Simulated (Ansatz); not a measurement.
GaP:
```
GaP
1.0
    0.00000     2.57869     2.57869
    2.57869     0.00000     2.57869
    2.57869     2.57869     0.00000
Ga P
1 1
Direct
  0.00000   0.00000   0.00000
  0.50000   0.50000   0.50000
```

Relaxed with PBE. Special points in fractions of this cell's reciprocal vectors: Γ (0.000, 0.000, 0.000); X (0.500, 0.000, 0.500); U (0.625, 0.250, 0.625); K (0.375, 0.375, 0.750); L (0.500, 0.500, 0.500); W (0.500, 0.250, 0.750).

Question: List the band energies nearest the Fermi level at these points for PBE in the plane-wave PAW code Ansatz.

Answer: In eV from the Fermi level; about four levels below and three above (degenerate sets whole), none deeper than 8.9 eV; points with the same levels are listed once.

```csv
k,below,above
Γ,-0.03 -0.03 -0.03,1.41 7.02 7.02 7.02
X,-5.86 -3.18 -2.69 -2.69,3.37 10.86 10.86
U,-6.10 -5.23 -2.00 -0.23,5.83 7.15 9.43
L,-7.84,0.14 0.14 2.99 2.99
W,-5.73 -4.65 -4.65,2.53 4.55 7.44 7.44
```

Space group Fm-3m (rock salt). The start of the workflow was typed in or built on a structure type; neither database checked (COD, Materials Project) lists it. It is not the phase usual at ambient conditions (space group No. 216). Symmetry was held in the PBE relaxation; its stability against distortions is not shown here. Spin–orbit coupling is left out wherever it is not named.

Potentials: the later of the program's two PAW sets.
